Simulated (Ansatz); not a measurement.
The relaxed structure here is a generated cell of Bi: the first start was made by placing the elements on the sites of a structure type, and the end was not matched to a known phase here, so it may be hypothetical. Known forms of Bi include space group No. 166.

A relaxed cell of Bi (Pm-3n (No. 223)), relaxed on a k-mesh at least as fine as the one used below. The numbers are results of PBE (plane waves to 420 eV, PAW, scalar-relativistic; Ansatz, a quantum-chemistry and plane-wave program), not measurements. Γ-centred k-mesh 5×5×5 on the run's cell (coarser than for final values), Fermi–Dirac smearing 0.05 eV.

```xyz
16
Lattice="12.7575 0.0000 0.0000 6.3787 6.3787 0.0000 0.0000 0.0000 6.3787" Properties=species:S:1:pos:R:3 pbc="T T T"
Bi     1.5947     0.0000     3.1894
Bi     7.9734     0.0000     3.1894
Bi     4.7840     0.0000     3.1894
Bi    11.1628     0.0000     3.1894
Bi    12.7575     3.1894     1.5947
Bi     6.3787     3.1894     1.5947
Bi    12.7575     3.1894     4.7840
Bi     6.3787     3.1894     4.7840
Bi     3.1894     1.5947     0.0000
Bi     9.5681     1.5947     0.0000
Bi    15.9468     4.7840     0.0000
Bi     9.5681     4.7840     0.0000
Bi     0.0000     0.0000     0.0000
Bi     6.3787     0.0000     0.0000
Bi    15.9468     3.1894     3.1894
Bi     9.5681     3.1894     3.1894
```

The atoms are displaced along an unstable phonon of this cell by (Å):

| atom | ux | uy | uz |
|---|---|---|---|
| Bi1 | 0.000 | 0.000 | -0.063 |
| Bi2 | 0.000 | 0.000 | 0.063 |
| Bi3 | 0.000 | 0.000 | 0.063 |
| Bi4 | 0.000 | 0.000 | -0.063 |
| Bi5 | 0.000 | 0.150 | 0.000 |
| Bi6 | 0.000 | -0.150 | 0.000 |
| Bi7 | 0.000 | -0.150 | 0.000 |
| Bi8 | 0.000 | 0.150 | 0.000 |
| Bi9 | 0.000 | 0.000 | 0.000 |
| Bi10 | 0.000 | 0.000 | 0.000 |
| Bi11 | 0.000 | 0.000 | 0.000 |
| Bi12 | 0.000 | 0.000 | 0.000 |
| Bi13 | 0.000 | 0.000 | 0.100 |
| Bi14 | 0.000 | 0.000 | -0.100 |
| Bi15 | 0.000 | 0.000 | 0.000 |
| Bi16 | 0.000 | 0.000 | 0.000 |

**Question.** What forces (eV/Å) and pressure result?

**Answer.** 
```csv
atom,Fx,Fy,Fz
Bi1,0.02,0.00,-0.05
Bi2,0.02,0.00,0.05
Bi3,-0.02,0.00,0.05
Bi4,-0.02,0.00,-0.05
Bi5,0.00,0.24,0.03
Bi6,0.00,-0.24,0.03
Bi7,0.00,-0.24,-0.03
Bi8,0.00,0.24,-0.03
Bi9,0.00,-0.02,0.00
Bi10,0.00,-0.02,0.00
Bi11,0.00,0.02,0.00
Bi12,0.00,0.02,0.00
Bi13,0.00,0.00,0.08
Bi14,0.00,0.00,-0.08
Bi15,0.00,0.00,0.00
Bi16,0.00,0.00,0.00
```

Pressure 0.0 GPa.

The undisplaced cell is probably no minimum: from this displacement the run went on to Cmme (No. 67), 0.06 eV/atom below it.

No spin polarisation in the result.
